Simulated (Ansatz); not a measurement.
**Run record: elastic constants by finite strains of YZn (Pm-3m)**

Level of theory: PBEsol, PAW on Ansatz 0.2.0's default frozen-core files (fitted under PBE), scalar-relativistic.

The cell comes from a PAW relaxation under the same functional.

Launched as:

```sh
ansatz run input.yaml --threads 1 --pin off --max-ram 2048MiB --backend cpu --events-out ev --progress --plain --runs-dir out
```

Input file:

```yaml
crystal:
  lattice:
    - [3.52167444362, 0.0, 0.0]
    - [0.0, 3.52167444362, 0.0]
    - [0.0, 0.0, 3.52167444362]
  atoms:
    - { symbol: "Y", position: [0.0, 0.0, 0.0] }
    - { symbol: Zn, position: [0.5, 0.5, 0.5] }
kpoints:
  mp_grid: { grid: [12, 12, 12] }
scf:
  occupations: { method: fermi_dirac, width: 0.1 }
hamiltonian:
  xc: pbesol
  pseudopotentials: { kind: paw }
elastic:
  mode: relaxed_ion
  stencil: two_point
  amplitude: 0.003
```

The program printed:

```
Warning: RAYON_NUM_THREADS=1 ignored (pool sized by the plan → 1); use --threads N
Engine: ansatz 0.2.0, aarch64-unknown-linux-gnu
Pseudopotentials: kind: paw
Pseudopotential: Y, paw, valence charge 11, recommended cutoff 420 eV (normal), Y.paw.azcp
Pseudopotential: Zn, paw, valence charge 12, recommended cutoff 420 eV (normal), Zn.paw.azcp
Functional definition: PBEsol
  exchange = pbesol_x
  correlation = pbesol_c
Crystal: 2 atoms, lattice volume = 43.676 Å³
Basis set: ecut = 420 eV, 847 PW (Γ), exchange–correlation on 48×48×48 points (8 copies of the dense FFT grid, shifted against one another)
Bands: 16, of which v1, the nominal top of the filled ones, is band 12 counted from 1 (11 counted from 0)
Symmetry: 48 space group operations
Space group: Pm-3m (ITA 221), of the structure as read, at distance tolerance 3.5e-5 Å
k-points: 84 of 1728
Non-local potential: Y, projectors of the file, l = 0: 3, l = 1: 2, l = 2: 2, l = 3: 1
Non-local potential: Zn, projectors of the file, l = 0: 2, l = 1: 2, l = 2: 3, l = 3: 1
PAW form: soft (Blöchl's): semilocal exchange-correlation on the pseudo side does not see the compensation charge
PAW frozen core: Y, regenerated for the run's functional, and the local potential with it (the file was generated under x = pbe(κ = 0.804, μ = 0.2195149727645171), c = pbe(β = 0.06672455060314922))
PAW frozen core: Zn, regenerated for the run's functional, and the local potential with it (the file was generated under x = pbe(κ = 0.804, μ = 0.2195149727645171), c = pbe(β = 0.06672455060314922))
PAW one-centre angular grid: Y, 590 points (default); XC on 64 Gauss nodes
PAW one-centre angular grid: Zn, 590 points (default); XC on 64 Gauss nodes
Initial density: superposition of atomic densities (neutral atoms: chi_scale 0, normalization atom), corrected by the library's trained network
Initial wavefunctions: pseudopotential atomic-orbital guess
Functional: x = pbesol(κ = 0.804, μ = 0.12345679012345678), c = pbesol(β = 0.046)
[... 77 lines left out ...]
  E_vpaw       = -441.998027  (= ΣTr[D̂ρ^β])
  E_aug_tail   = -0.000360  (compensation charges beyond the density's cutoff)
  E_ewald      = -1970.003981
  E_core_change = 0.946128  (= ΣΔE_core)
  E_smearing   = -0.067615  (= −TS)
  E_closure    = -0.000000  (closes the sum)
  Σ components = -7076.732745   (vs F -7076.732745, Δ=0.00e0)
--- Forces (eV/Å), atoms counted from 1 ---
  atom   1  Y     -0.00000000     0.00000000     0.00000000
  atom   2  Zn     0.00000000     0.00000000     0.00000000
  max |Σ_I F_I| component: 7.89e-30 eV/Å
--- Stress (GPa, compression-positive) ---
       -0.045086       0.000000       0.000000
        0.000000      -0.045086       0.000000
        0.000000       0.000000      -0.045086
  P = ⅓ Tr σ = -0.0451 GPa (-0.451 kbar)
--- Elastic constants: 2 strain directions × 2 members + reference (group order 48) ---
  dense FFT box of the reference and of every strained cell: 24×24×24
  strains applied: 11, 23; error gains: componentwise 1.00 (the most a stress slope's error grows in a printed constant), spectral 1.73 (1 for all six strains in a standard setting)
  C = ∂σ_k/∂η_j (tension-positive GPa; Voigt order 11 22 33 23 13 12):
        96.827     51.121     51.121     -0.000     -0.000     -0.000
        51.121     96.827     51.121     -0.000     -0.000     -0.000
        51.121     51.121     96.827     -0.000     -0.000     -0.000
         0.000      0.000      0.000     46.896     -0.000     -0.000
         0.000      0.000     -0.000      0.000     46.896      0.000
        -0.000      0.000     -0.000     -0.000     -0.000     46.896
  reference stress σ⁰ (GPa):      0.045      0.045      0.045     -0.000     -0.000     -0.000
  C* (energy form; C + prestress term) asymmetry max|C*_kj − C*_jk| = 1.421e-14 GPa — a small one proves nothing (zero by symmetry where the batch's group is 432, −43m or m−3m); a large one is finite-difference/SCF noise where ...
  moduli (Voigt/Reuss/Hill, GPa): K = 66.36/66.36/66.36   G = 37.28/33.01/35.14   E = 89.61   ν = 0.275
  mechanically stable: yes (min eigenvalue of sym C = 45.71 GPa)
  strain η (Voigt 11):  stress-route row diagonal C_11 = 96.83 GPa, energy-path curvature d²(F+E_count+ΔE)/dδ²/Ω₀ = 96.89 GPa
         δ    σ_11 (GPa)             F (eV)   n_scf  n_hpsi   n_pw
    -3.000e-3      -0.2471       -7076.7326624       9   64671    876   relax 0 steps, max|allowed force component| 3.06e-30 eV/Å
     3.000e-3       0.3338       -7076.7325898       6   49332    878   relax 0 steps, max|allowed force component| 4.73e-30 eV/Å
  strain η (Voigt 23):  stress-route row diagonal C_44 = 46.90 GPa, energy-path curvature d²(F+E_count+ΔE)/dδ²/Ω₀ = 46.92 GPa
         δ    σ_23 (GPa)             F (eV)   n_scf  n_hpsi   n_pw
    -3.000e-3      -0.1407       -7076.7326867       7   86209    876   relax 0 steps, max|allowed force component| 3.16e-30 eV/Å
     3.000e-3       0.1407       -7076.7326867       7   84153    876   relax 0 steps, max|allowed force component| 1.68e-30 eV/Å
```

Self-consistency was reached.

Elastic moduli:

Elastic constants of a crystal by Kohn-Sham DFT: slopes of the stress over finite engineering strains of the given cell, Voigt indices, Cartesian axes as in the input; Hill averages of a grain aggregate, Debye temperature from the mean sound speed over directions.

| Quantity | Value |
| --- | --- |
| Bulk modulus | 66.36 GPa |
| Shear modulus | 35.14 GPa |
| Young modulus | 89.61 GPa |
| Poisson ratio | 0.2749 |
| Bulk over shear modulus | 1.888 |
| Elastic anisotropy index | 0.6473 |
| Least young modulus | 61.5 GPa |
| Largest young modulus | 113.9 GPa |
| Longitudinal sound speed | 4393 m/s |
| Transverse sound speed | 2448 m/s |
| Elastic debye temperature | 287.6 K |
| Linear compressibility (x, y, z) | 5.023, 5.023, 5.023 1/TPa |
| Zener ratio | 2.052 |
| Cauchy pressure | 4.22 GPa |

Elastic constants:

| Quantity | Value |
| --- | --- |
| Pressure at rest | -0.045 GPa |
| Least elastic eigenvalue | 45.71 GPa |
| Elastically stable | yes |

| index | elastic (GPa) |
| --- | --- |
| 11 | 96.83 |
| 12 | 51.12 |
| 44 | 46.9 |

### Strained cells

Stress of each strained cell less that at rest, tension positive.

```
strain component  strain  stress xx (GPa)  stress yy (GPa)  stress zz (GPa)  stress yz (GPa)  stress xz (GPa)  stress xy (GPa)  relaxation steps
              xx  -0.003          -0.2922          -0.1546          -0.1546                0                0                0                 0
              xx   0.003           0.2887           0.1521           0.1521                0                0                0                 0
              yz  -0.003          -0.0007          -0.0004          -0.0004          -0.1407                0                0                 0
              yz   0.003          -0.0007          -0.0004          -0.0004           0.1407                0                0                 0
```

Caveats: frozen-core PAW files fitted under PBE, their cores solved anew for the functional of the run; responses of metals move with mesh and smearing.

It took 42 s on 1 thread of Arm Neoverse V1, on a shared host, peak memory 0.47 GiB.
